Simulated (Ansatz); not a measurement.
# How much do the gradients of MoS2 with Se replacing S depend on the method?

Cell: a supercell of MoS2 (space group P6_3/mmc) built from an entry of the Crystallography Open Database (COD), with the ions relaxed around the defect (PBE).

```xyz
36
Lattice="9.5070 0.0000 0.0000 -3.1690 5.4889 0.0000 0.0000 0.0000 12.3240" Properties=species:S:1:pos:R:3 pbc="T T T"
Mo    0.0000    1.8296    3.0746
Mo   -1.5856    4.5735    3.0715
Mo    3.1698    1.8299    3.0726
Mo    1.5855    4.5748    3.0727
Mo    6.3370    1.8301    3.0726
Mo    4.7534    4.5730    3.0728
Mo    1.5987    0.9077    9.2583
Mo    0.0015    3.6754    9.2581
Mo    4.7552    0.9176    9.2688
Mo    3.1684    3.6571    9.2645
Mo    7.9066    0.9055    9.2567
Mo    6.3375    3.6591    9.2601
Se    0.0000    1.8297    7.5343
S    -1.5847    4.5739    7.6977
S     3.1797    1.8296    7.7019
S     1.5916    4.5843    7.7024
S     6.3273    1.8298    7.6999
S     4.7469    4.5639    7.6990
S     1.5836    0.9155    1.5114
S     0.0004    3.6583    1.5115
S     4.7537    0.9150    1.5107
S     3.1691    3.6592    1.5111
S     7.9230    0.9150    1.5120
S     6.3374    3.6590    1.5106
S    -0.0014    1.8288   10.7929
S    -1.5854    4.5735   10.8236
S     3.1684    1.8298   10.8282
S     1.5856    4.5741   10.8272
S     6.3400    1.8328   10.8262
S     4.7536    4.5721   10.8237
S     1.5874    0.9129    4.6326
S     0.0000    3.6629    4.6326
S     4.7537    0.9152    4.6352
S     3.1693    3.6591    4.6355
S     7.9191    0.9129    4.6330
S     6.3376    3.6590    4.6353
```

Sites (sets of like atoms) are named by element and the number of their first atom in this list.

First run. The numbers come from a DFT calculation in Ansatz (PBE, plane waves and PAW, scalar-relativistic, 420 eV cutoff, Γ-centred 3×4×2 k-points, Fermi–Dirac smearing 0.01 eV).

```
site  atom  V_zz (10²¹ V/m²)     η
 Mo2     2             -7.63  0.00
 Mo4     4             -7.65  0.00
 Mo7     7             -7.33  0.06
 Mo8     8             -7.32  0.06
 Mo9     9             -7.60  0.05
Mo10    10             -7.54  0.07
Mo11    11             -7.30  0.06
Mo12    12             -7.48  0.04
  Se    13             -8.11  0.01
 S25    25             -5.46  0.01
 S29    29             -5.19  0.06
 S30    30             -5.23  0.06
 S31    31             -5.18  0.01
 S35    35             -5.19  0.01
```

Second run. The same atoms and settings, except that the functional is r2SCAN and the cutoff is 500 eV.

**Question.** What does the second run give?

**Answer.** 

| site | atom | V_zz | η | change of V_zz |
| --- | --- | --- | --- | --- |
| Mo2 | 2 | -7.72 | 0.00 | -0.09 |
| Mo4 | 4 | -7.73 | 0.00 | -0.08 |
| Mo7 | 7 | -7.43 | 0.07 | -0.10 |
| Mo8 | 8 | -7.42 | 0.07 | -0.10 |
| Mo9 | 9 | -7.70 | 0.04 | -0.10 |
| Mo10 | 10 | -7.63 | 0.07 | -0.09 |
| Mo11 | 11 | -7.39 | 0.07 | -0.09 |
| Mo12 | 12 | -7.58 | 0.04 | -0.10 |
| Se | 13 | -8.54 | 0.01 | -0.43 |
| S25 | 25 | -5.53 | 0.01 | -0.07 |
| S29 | 29 | -5.28 | 0.06 | -0.09 |
| S30 | 30 | -5.32 | 0.06 | -0.09 |
| S31 | 31 | -5.28 | 0.01 | -0.10 |
| S35 | 35 | -5.29 | 0.01 | -0.10 |

The largest change of V_zz is on Se, from -8.11 to -8.54. In per cent, |V_zz| changes by +1 on Mo, +5 on Se, +1 to +2 on S (all sites that start above 0.5). The table leaves out 16 of the 30 sites, with |V_zz| up to 7.73; their tensors move by 0.09 at most along any direction. The statements above cover all sites.

The defect repeats with the cell of 36 atoms, so it feels its images: sites between two images don't show the values beside a lone defect, and zeros or small values of η there can come from the images' arrangement. Mo and S carry a gradient in the pure host already, so the values there aren't the defect's effect alone. Without spin–orbit coupling (the program notes it for Mo) the gradients can shift somewhat, as the gap is small.
